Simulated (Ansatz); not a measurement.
Input and command of a plane-wave DFT calculation in Ansatz:

```yaml
crystal:
  lattice:
    - [0.0, 3.1443694835, 3.1443694835]
    - [3.1443694835, 0.0, 3.1443694835]
    - [3.1443694835, 3.1443694835, 0.0]
  atoms:
    - { symbol: Mo, position: [0.0, 0.0, 0.0] }
    - { symbol: S, position: [0.25, 0.25, 0.25] }
basis:
  ecutwfc: 420
kpoints:
  mp_grid: { grid: [12, 12, 12] }
hamiltonian:
  xc: pbe
  hubbard: { sites: [{ species: Mo, l: d, u_eff: 4.38 }] }
scf:
  occupations: { method: gaussian, width: 0.1 }
output:
  forces: true
  stress: true
  eigenvalues: true
```

```bash
ansatz run input.yaml --threads 1 --pin off --max-ram 2560MiB --backend cpu --events-out ev --progress --plain --runs-dir out
```

Processor: Arm Neoverse V1, 1 thread, on a host shared with other jobs.

**Question.** Estimate time, memory and problem size.

**Answer.** About 10 s on 1 thread of Arm Neoverse V1 (shared host), peak memory 0.4 GiB. It solves 14 bands at 72 k points (the mesh reduced by the symmetry that the task leaves, which can be less than the crystal's) with about 1243 plane waves, in 11 SCF iterations.
